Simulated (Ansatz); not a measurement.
Structure relaxation, K

The start is a randomly generated symmetric cell of K (space group No. 123). The structure is fully relaxed (lattice and positions, P = 0) with PBEsol (plane waves to 420 eV, PAW, scalar-relativistic; Ansatz, a first-principles code). The first steps use a coarse 11×11×4 k-mesh.

Initial structure:
```yaml
crystal:
  lattice:
    - [3.02871, 0.00000, 0.00000]
    - [0.00000, 3.02871, 0.00000]
    - [0.00000, 0.00000, 9.21994]
  atoms:
    - { symbol: K, position: [0.50000, 0.50000, 0.50000] }
```

- Outcome = The space group goes from P4/mmm (No. 123) to Pm-3m (No. 221); the end is AFLOW prototype A_cP1_221_a (A_h), with 1 atom in the primitive cell
- Energy released = about 1.2 eV/atom
- Volume change = -10.5 %, from 84.58 to 75.68 Å³/atom
- Band gap at the end = zero (metallic)
- Optimiser moves = 26

The end point of the relaxation:

Space group Pm-3m (No. 221); a = 4.2299 Å, b = 4.2299 Å, c = 4.2299 Å, α = 90.00°, β = 90.00°, γ = 90.00°

```json
[
 {"atom": "K", "site": "1b", "symmetry": "m-3m", "x": "0.5000", "y": "0.5000", "z": "0.5000"}
]
```

Final values are on a 11×11×11 k-mesh of the relaxed cell. No spin polarisation in the result.

The run could not lower the symmetry of its start; a shaken copy of this end point relaxes with PBEsol to I4/mmm (No. 139), 0.11 eV/atom lower.

The relaxed structure here is a generated cell of K: the first start was made by a random draw of sites in a space group, and the end was not matched to a known phase here, so it may be hypothetical. Known forms of K include space group No. 229.
